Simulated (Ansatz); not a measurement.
TaGa₃:
```yaml
crystal:
  lattice:
    - [-1.89445, 1.89445, 4.33381]
    - [1.89445, -1.89445, 4.33381]
    - [1.89445, 1.89445, -4.33381]
  atoms:
    - { symbol: Ta, position: [0.00000, 0.00000, 0.00000] }
    - { symbol: Ga, position: [0.50000, 0.50000, 0.00000] }
    - { symbol: Ga, position: [0.25000, 0.75000, 0.50000] }
    - { symbol: Ga, position: [0.75000, 0.25000, 0.50000] }
```

Relaxed with r²SCAN.

**Question.** Map the electron localisation function on the plane through (0.000, 0.000, 0.000) spanned by u = [0, 0, 1] and v = [1, -1, 0] in lattice vectors, from r²SCAN in the plane-wave PAW code Ansatz.

**Answer.** x is the fraction of u, y of v (the angle between them is 90°; rows are the nearest grid lines); atoms in the plane: Ta at (0.00, 0.00), Ga at (0.00, 0.50), Ga at (0.50, 0.25), Ga at (0.50, 0.75).
```
| .#@#-:=**********=:-#@#. |
|.-%@#-:=***+==+***=:-#@%-.|
|#%@@+:-+*+=----=+*+-:+@@%#|
|%%*-::++=-:....:-=++::-*%%|
|=-:::=++--.    .--++=:::-=|
|----=++=-:.    .:-=++=----|
|+++++++=-:  --  :-=+++++++|
|+++++++=-:.    .:-=+++++++|
|====+++=--:.  .:--=+++====|
| .:---===--------===---:. |
|  .:----====--====----:.  |
|-  :-:--==++++++==--:-:  -|
|-  :-:--==++++++==--:-:  -|
|  .:----====--====----:.  |
| .:---===--------===---:. |
|====+++=--:.  .:--=+++====|
|+++++++=-:.    .:-=+++++++|
|+++++++=-:  --  :-=+++++++|
|----=++=-:.    .:-=++=----|
|=-:::=++--.    .--++=:::-=|
|%%*-::++=-:....:-=++::-*%%|
|#%@@+:-+*+=----=+*+-:+@@%#|
|.-%@#-:=***+==+***=:-#@%-.|
| .#@#-:=**********=:-#@#. |
```
Scale: ten equal steps from 0.019 (start of ' ') to 0.733 (end of '@'), in the order ' .:-=+*#%@'; x runs from 0.000 to 1.00, y from 0.000 (bottom) to 1.00 (top).

The density is the valence pseudo-density with augmentation charge, so density and ELF within about 1 Å of a nucleus are not all-electron values.

Space group I4/mmm. The workflow started from an entry of the Crystallography Open Database (COD, 293 K). Its standing as an ambient phase is unchecked. The r²SCAN relaxation kept the symmetry of its start; whether a distortion lowers the energy is not shown. The run is not spin-polarised. Spin–orbit coupling is left out wherever it is not named.

Potentials: the later of the program's two PAW sets.
